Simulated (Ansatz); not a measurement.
HfO2 (fluorite)

```yaml
crystal:
  lattice:
    - [0.00000, 5.09813, 5.09813]
    - [2.54906, 2.54906, 5.09813]
    - [2.54906, 2.54906, 0.00000]
  atoms:
    - { symbol: Hf, position: [0.00000, 0.00000, 0.00000] }
    - { symbol: Hf, position: [0.50000, 0.00000, 0.00000] }
    - { symbol: O, position: [0.00000, 0.25000, 0.25000] }
    - { symbol: O, position: [0.50000, 0.25000, 0.25000] }
    - { symbol: O, position: [0.00000, 0.75000, 0.75000] }
    - { symbol: O, position: [0.50000, 0.75000, 0.75000] }
```

The atoms are displaced by Q × the pattern below (from a DFPT mode at X = (0.5, 0.5, 0.0), largest move 1; Q in Å), at fixed cell. (q is in reciprocal vectors of the primitive cell; the cell shown is doubled to hold the pattern.)

```tsv
atom	x	y	z
O3	0.000	0.000	1.000
O4	0.000	0.000	-1.000
O5	0.000	0.000	1.000
O6	0.000	0.000	-1.000
```

Atoms not listed stay in place.

These are PBE (plane waves to 420 eV, PAW, scalar-relativistic; Ansatz, a quantum-chemistry and plane-wave program) values and carry that method's errors. k mesh 11×11×11 (Γ-centred), Fermi-Dirac smearing 0.05 eV. E stands for the smeared free energy. HfO2 is run without spin polarisation. HfO2 was relaxed with its symmetry unable to fall. Spin-orbit coupling is left out, though Hf is heavy. The PAW data are Ansatz's earlier set. This is a high-temperature form of HfO2. The zero of ΔE is the undisplaced structure.

| Q (Å) | ΔE (meV/cell) |
|---|---|
| -0.4400 | 370 |
| -0.3667 | 38 |
| -0.2933 | -124 |
| -0.2200 | -152 |
| -0.1467 | -101 |
| -0.0733 | withheld |
| 0.0000 | 0 |
| 0.0733 | withheld |
| 0.1467 | -101 |
| 0.2200 | -152 |
| 0.2933 | -124 |
| 0.3667 | 38 |
| 0.4400 | 370 |

Q: Fit an even polynomial form (powers 2, 4, 6) to the given rows and predict ΔE at Q = -0.0733.

A: Least squares on the 11 given rows: ΔE = (-5667)·Q² + (56290)·Q⁴ + (-88650)·Q⁶, in meV/cell with Q in Å; root-mean-square residual 2.5 meV/cell. At -0.0733 the fit gives -29 meV/cell; the calculation gives -31 meV/cell, so the interpolation is off by 2 (+6.5 %). The quadratic term alone would give -30 meV/cell: it is negative, as the undisplaced cell is unstable along this move.

(A displaced cell: forces are minus the slopes of the energy, force constants its curvatures, and phonons follow from these.)
